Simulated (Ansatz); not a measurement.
Ga₂O₃:
```xyz
5
Lattice="1.4895 0.8600 6.9039 -1.4895 0.8600 6.9039 0.0000 -1.7199 6.9039" Properties=species:S:1:pos:R:3 pbc="T T T"
Ga     0.0000     0.0000     8.2975
Ga     0.0000     0.0000    12.4143
O      0.0000     0.0000     0.0000
O      0.0000     0.0000     4.7891
O      0.0000     0.0000    15.9227
```

This is the r²SCAN+D4-relaxed structure. x, y and z are the axes in which the lattice vectors are written.

Q: All from r²SCAN+D4 (plane waves, PAW; program Ansatz), unless another level is named. Give the hole effective mass.

A: 0.35 along z (mₑ).

Q: Predict the valence-band maximum.

A: at Γ.

Q: Predict the weight of the conduction-edge state by species (Voronoi cells).

A: O 58 %, Ga 42 %.

Space group R-3m. A made-up cell: these elements were put on the sites of a structure type; neither database checked (COD, Materials Project) lists it. It is not the phase usual at ambient conditions (space group No. 12, 167). The r²SCAN+D4 relaxation kept the symmetry of its start. At this level the phase is mechanically unstable. Scalar-relativistic: spin–orbit coupling is off unless named, which matters more the heavier the elements.

Potentials: the earlier of the program's two PAW sets.

Edges and masses are those of Kohn–Sham bands, whose gap is no quasiparticle gap.
